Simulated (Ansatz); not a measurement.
TaAl₃:
```
TaAl3
1.0
   -1.91780     1.91780     4.25245
    1.91780    -1.91780     4.25245
    1.91780     1.91780    -4.25245
Ta Al
1 3
Direct
  0.50000   0.50000   0.00000
  0.00000   0.00000   0.00000
  0.75000   0.25000   0.50000
  0.25000   0.75000   0.50000
```

Relaxed with r²SCAN.

**Question.** Give the Bader charges and basin volumes of the independent atoms, the program Ansatz at the r²SCAN level (PAW).

**Answer.** 

| atom | Bader charge (e) | Bader volume (Å³) |
|---|---|---|
| Ta1 | -1.25 | 24.1 |
| Al2 | +0.44 | 12.6 |
| Al3 | +0.40 | 13.0 |

Space group I4/mmm. The workflow started from an entry of the Crystallography Open Database (COD, 293 K). Whether it is the stable phase at ambient conditions was not checked. The cell was relaxed with r²SCAN under the symmetry of its start; whether a distortion lowers the energy is not shown. No spin polarisation was allowed. Spin–orbit coupling is left out wherever it is not named.

Potentials: the later of the program's two PAW sets.
